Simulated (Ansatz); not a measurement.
BeS:
```cif
data_BeS
_chemical_formula_sum 'S1 Be1'
_space_group_name_H-M_alt 'P 1'
_space_group_IT_number 1
_cell_length_a 3.27692
_cell_length_b 3.27692
_cell_length_c 3.27692
_cell_angle_alpha 60.000
_cell_angle_beta 60.000
_cell_angle_gamma 60.000
loop_
_space_group_symop_operation_xyz
  'x, y, z'
loop_
_atom_site_label
_atom_site_type_symbol
_atom_site_fract_x
_atom_site_fract_y
_atom_site_fract_z
_atom_site_occupancy
S1 S 0.00000 0.00000 0.00000 1
Be1 Be 0.50000 0.50000 0.50000 1
```

Relaxed with r²SCAN.

Task: Give the optical modes at the zone centre with their infrared and Raman activity from DFPT, DFT-r²SCAN in the program Ansatz with PAW potentials.

Result: Transverse frequencies, without the LO–TO term; a row sums one degenerate level.

```
ω (cm⁻¹)  degeneracy  IR ((D/Å)²/amu)  Raman (Å⁴/amu)  activity  symmetry
--------  ----------  ---------------  --------------  --------  --------
262i               3            81.89               0        IR       T1u
```

Task: How high does the top mode go among those that the LO–TO term moves?

Result: 471 cm⁻¹ for q along x.

Space group Fm-3m (rock salt). The cell is a constructed one: a structure type filled with these elements; neither database checked (COD, Materials Project) lists it. COD files the formula under space group No. 216, so this cell is another polymorph or a model. Its standing as an ambient phase is unchecked. The r²SCAN relaxation kept the symmetry of its start. At this level the phase is dynamically unstable (imaginary phonons).

Potentials: the later of the program's two PAW sets.
